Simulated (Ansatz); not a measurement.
MgCd:
```
MgCd
1.0
    4.91852     0.00000     0.00000
    0.00000     3.23943     0.00000
    0.00000     0.00000     5.15295
Cd Mg
2 2
Cartesian
  1.22963   0.00000   0.94406
  3.68889   0.00000   4.20889
  1.22963   1.61971   3.54535
  3.68889   1.61971   1.60760
```

Relaxed with PBEsol. Special points in fractions of this cell's reciprocal vectors: Γ (0.000, 0.000, 0.000); X (0.500, 0.000, 0.000); S (0.500, 0.500, 0.000); Y (0.000, 0.500, 0.000); Z (0.000, 0.000, 0.500); U (0.500, 0.000, 0.500); R (0.500, 0.500, 0.500); T (0.000, 0.500, 0.500).

### Question
List the band energies nearest the Fermi level at these points for the program Ansatz at the PBEsol with spin–orbit coupling level (PAW).

### Answer
In eV from the Fermi level; about four levels below and three above (degenerate sets whole), none deeper than 8.9 eV; points with the same levels are listed once.

```
k                    below                above
-  -----------------------  -------------------
Γ  -2.08 -2.08 -0.21 -0.21  3.33 3.33 3.67 3.67
X  -1.10 -1.10 -1.10 -1.10  0.23 0.23 0.23 0.23
S  -2.39 -2.39 -2.39 -2.39  2.10 2.10 2.10 2.10
Y  -4.50 -4.50 -4.24 -4.24  0.66 0.66 0.97 0.97
Z  -0.67 -0.67 -0.01 -0.01  0.18 0.18 0.29 0.29
U  -4.70 -4.70 -4.70 -4.70  5.90 5.90 5.90 5.90
R  -1.41 -1.41 -1.41 -1.41  0.62 0.62 0.62 0.62
T  -2.81 -2.81 -2.23 -2.23  2.46 2.46 3.27 3.27
```

Space group Pmma. The workflow started from an entry of the Crystallography Open Database (COD). Its standing as an ambient phase is unchecked. Symmetry was held in the PBEsol relaxation; whether a distortion lowers the energy is not shown.

Potentials: the later of the program's two PAW sets.
